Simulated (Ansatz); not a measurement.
## BiAs: from a first guess to the relaxed CsCl type

First guess:

```yaml
crystal:
  lattice:
    - [3.24215, 0.00000, 0.00000]
    - [0.00000, 3.24215, 0.00000]
    - [0.00000, 0.00000, 3.24215]
  atoms:
    - { symbol: As, position: [0.00000, 0.00000, 0.00000] }
    - { symbol: Bi, position: [0.50000, 0.50000, 0.50000] }
```

Theory: DFT, PBE, PAW with Ansatz's default frozen-core files, scalar-relativistic (Ansatz 0.2.0).

Cell and atoms relax within the symmetry of the start on a 13×13×13 k mesh with 0.05 eV Fermi–Dirac smearing.

The start is built from a prototype, known or not as a phase of this compound; the cutoff is 420 eV.

No spin–orbit coupling, which matters for the heavy atoms here.

Task: What is the pressure of the first guess?

Result: 60.4 GPa.

Task: What does it relax to?

Result: a = 3.694 Å, b = 3.694 Å, c = 3.694 Å, α = 90.00°, β = 90.00°, γ = 90.00° (conventional cell), 25.20 Å³ per atom:
```xyz
2
Lattice="3.6940 0.0000 0.0000 0.0000 3.6940 0.0000 0.0000 0.0000 3.6940" Properties=species:S:1:pos:R:3 pbc="T T T"
As    0.0000    0.0000    0.0000
Bi    1.8470    1.8470    1.8470
```

Task: How much energy does the relaxation release?

Result: 1072 meV/atom.
